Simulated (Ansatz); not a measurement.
Values for one crystal, relaxed and computed with DFT-PBEsol in the program Ansatz with PAW potentials; other levels are named.

- Volume per atom: 17.37 Å³
- Electronic character: metallic (no gap)
- Mechanical stability: unstable (C has a negative eigenvalue)
- Formation energy from the elements (no fitted shifts): 1.36 eV/atom
- Bulk modulus (Birch–Murnaghan fit): 219 GPa
- Pressure derivative B′: 4.2
- Gap with spin–orbit coupling: none (metallic)

### Question
Which compound is it?
(A) MoW, rock salt
(B) AlCo, rock salt
(C) LuBi, rock salt
(D) Co3W, P6_3/mmc (Co on 6h, W on 2c)

### Answer
A, MoW, rock salt

Space group Fm-3m (rock salt). The start of the workflow was typed in or built on a structure type; neither database checked (COD, Materials Project) lists it. Whether it is the stable phase at ambient conditions was not checked. The cell was relaxed with PBEsol under the symmetry of its start. The run is not spin-polarised. Its formation energy is positive at this level, so the cell may be metastable or incomplete. On the denser mesh and wider smearing of the elastic run this cell carries a stress of 0.3 GPa. The references are the lowest solids computed at this level, not always the standard phases. Scalar-relativistic: spin–orbit coupling is off unless named, which matters more the heavier the elements.

Potentials: the later of the program's two PAW sets.
